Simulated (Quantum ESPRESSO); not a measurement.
## One change at a time to Cu3MoPt3W

Calculated results; nothing here was measured. They come from Quantum ESPRESSO 7.5, a public plane-wave density functional program. Each row is one single-point run on a made-up periodic cell of eight metal atoms, with elements, volume, strain and displacements drawn at random and not relaxed, so a cell may be unstable or far from any real phase. There is no spin polarisation or spin-orbit coupling.

Settings: PBE unless stated; PseudoDojo standard norm-conserving files; Fermi-Dirac width 0.25 eV, which means electrons at about 2900 K; cutoff 1252 eV; 6 x 5 x 5 k mesh shifted half a step off Gamma. E is the free energy of the whole cell (internal energy minus TS), so a -TS column is already part of it. Stress is positive in tension, and the pressure P is minus a third of its trace.

Checks: one run of this series was repeated at a higher cutoff and on a denser mesh, which moved values by no more than 0.004 eV, 0.02 GPa and 0.005 eV/Å, and a second program with other atomic files agreed on it to 2 % rms in force and 0.5 GPa in pressure. Known limits: the copper pseudopotential is less sure than most, with forces differing by about three percent and pressure by about two GPa from a second method on plain copper; heavy elements are run without spin-orbit coupling, which real alloys of them have; a spin test at this wide smearing found no moment, but such smearing suppresses magnetism that the real alloy may have.

The lattice is hexagonal close-packed, and the cell vectors in Å are (0.000, 0.000, 4.301); (5.495, 0.000, 0.000); (-2.748, 4.759, 0.000), a volume of 112.48 Å³ in run 1. The elements on sites 1 to 8 are Pt W Pt Cu Cu Mo Pt Cu. Each later run makes one change to run 1 and keeps the rest. E is counted from run 1, and is n/a where other atomic files have another zero of energy.

```
run,change,V (Å³),P (GPa),-TS (eV),rms force (eV/Å),largest change of a force component (eV/Å),E (eV)
1,none,112.48,12.09,-1.171,0.846,0.000,0.000
2,sites 2 and 4 exchanged,112.48,9.03,-1.484,0.809,1.227,0.523
3,all lengths scaled by -1.27 %,108.25,23.24,-1.119,1.013,0.478,?
4,LDA in place of PBE,112.48,-2.95,-1.176,0.733,0.291,n/a
5,Ta on site 3,112.48,19.03,-1.200,0.926,0.929,n/a
6,site 6 moved by +0.10 Å along z,112.48,13.08,-1.162,1.003,1.532,0.153
```

## Worked estimate

Along a uniform scaling dE = -P dV. The mean of the two pressures is 17.665 GPa and the volume changes by -4.23 Å³, with 160.2 GPa to one eV/Å³. The same two rows give -V dP/dV = 291 GPa for this cell with clamped atoms, which is not the bulk modulus of a real alloy.

## Withheld value

Question: what E should run 3 give?

The estimate is 0.466 eV. The calculation gave 0.462 eV. The mean of two end points misses the curvature of P, and the finite cutoff adds a little.
